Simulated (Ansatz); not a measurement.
BiPbClO2:
```
BiPbClO2
1.0
    2.81585    -6.19177     0.00000
    2.81585     6.19177     0.00000
    0.00000     0.00000     5.57719
Bi Pb Cl O
2 2 2 4
Cartesian
  2.81585  -5.08775   1.39430
  2.81585   5.08775   4.18289
  2.81585  -1.32789   1.39430
  2.81585   1.32789   4.18289
  2.81585   3.03936   1.39430
  2.81585  -3.03936   4.18289
  1.33429   0.00000   0.00000
  4.29741   0.00000   0.00000
  4.29741   0.00000   2.78860
  1.33429   0.00000   2.78860
```

Plane-wave PAW r²SCAN+D4 (Ansatz code) gives a gap of 2.53 eV without spin–orbit coupling, maximum on the Γ–Z line, 38 % of the way from Γ, minimum at Γ.

### Question
What happens when spin–orbit coupling is switched on?

### Answer
The gap decreases by 0.18 eV, to 2.35 eV; maximum off the standard path, at k = (0.286, 0.292, 0.427), minimum at Γ.

### Question
Give the electron effective mass with spin–orbit coupling.

### Answer
0.29, 0.29, 0.66 mₑ (principal values).

### Question
Give the hole effective mass with spin–orbit coupling.

### Answer
0.70, 1.2, 5.2 mₑ (principal values).

Space group Cmcm. The first step of the workflow began from a Materials Project structure, measured or hypothetical; the Crystallography Open Database files this formula in space group No. 63, but the cells were not matched. Its standing as an ambient phase is unchecked. The r²SCAN+D4 relaxation kept the symmetry of its start; whether a distortion lowers the energy is not shown.

Potentials: the later of the program's two PAW sets.
